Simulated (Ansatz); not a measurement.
**K$_{4}$Ta$_{2}$Zn, a known structure type with other elements, at an estimated volume**

```
Zn Ta K
1.0
     5.72771    0.00000    0.00000
    -2.86386    4.96035    0.00000
     0.00000   -3.30690    8.79820
Zn Ta K
1 2 4
Direct
  0.00000 0.00000 0.00000
  0.08450 0.16900 0.25350
  0.91550 0.83100 0.74650
  0.38940 0.77880 0.16820
  0.61060 0.22120 0.83180
  0.20860 0.41720 0.62580
  0.79140 0.58280 0.37420
```

Method: LDA, no spin polarisation; PAW, plane waves to 420 eV, 7×7×7 Γ-centred mesh, fermi-dirac occupations (width 0.1 eV) (Ansatz 0.2.0), atoms fixed.

- Formation energy: 1.95 eV an atom against the elements' usual phases (free molecules for gases, crystals otherwise, with no correction for O₂ or N₂), so at this geometry it isn't bound against them. Relaxing would lower it.
- Forces: The largest is on Ta3 (and as large on other atoms): 2.38 eV/Å, components (0.00, 0.00, -2.38). It makes 180° with the line to a nearest neighbour, Zn1 at 2.23 Å, pointing away from it.
- Contacts: Zn–Ta at 2.23 Å: least valence density 0.71 e/Å³ and ELF 0.36 there. K–Ta at 3.28 Å: least valence density 0.10 e/Å³ and ELF 0.08 there. K–Zn at 3.62 Å: least valence density 0.06 e/Å³ and ELF 0.08 there. Both are smooth PAW fields, read partly inside the augmentation spheres.
- At the Fermi level: It is a metal, with about 14 states/eV a cell as the mean within 0.25 eV of the Fermi level, mostly Ta d (84 %).

Origin: a known structure type with other elements, at an estimated volume, so it need not be a known compound. Caveats: many states at the Fermi level without spin polarisation, so a magnetic state may lie lower; atoms or cell far from equilibrium.

Cost: 2.7 min on 1 thread of Intel(R) Xeon(R) Platinum 8488C (Sapphire Rapids) (shared host), peak memory 0.83 GiB (start from a saved density). The time holds forces, stress, Bader, DOS, bands, ELF.
